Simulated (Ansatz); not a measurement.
Relaxing a structure of Si

The start is a relaxed Si cell, doubled along one cell vector, shaken by Gaussian noise of σ = 0.08 Å a coordinate. A full variable-cell relaxation at zero pressure is run with r2SCAN (plane waves to 500 eV, PAW, scalar-relativistic; Ansatz, a first-principles code). The first steps use a 10×5×5 k-mesh.

Starting cell:
```
Si
1.0
    3.83212     0.00000     0.00000
   -3.83212     6.63742     0.00000
    0.00000     0.00000     6.34197
Si
8
Direct
  0.27970   0.31808   0.08745
  0.32881   0.83362   0.06768
  0.67190   0.17732   0.55579
  0.67619   0.66282   0.56837
  0.68090   0.17465   0.94618
  0.69071   0.67086   0.93238
  0.32367   0.33176   0.44470
  0.28539   0.83420   0.46477
```

- Largest initial force: 4.20 eV/Å, on Si8 (atoms numbered as listed)
- Energy released: 0.15 eV/atom
- Shortest distances (start → end): The closest pairs of elements (up to four, under 3.6 Å), start → end: Si–Si 2.13 → 2.35 Å
- Optimiser moves: 4

No spin polarisation in the result.

The relaxed structure here is a generated cell of Si: the first start was made by placing the elements on the sites of a structure type, and the end was not matched to a known phase here, so it may be hypothetical. Known forms of Si include space group No. 227.
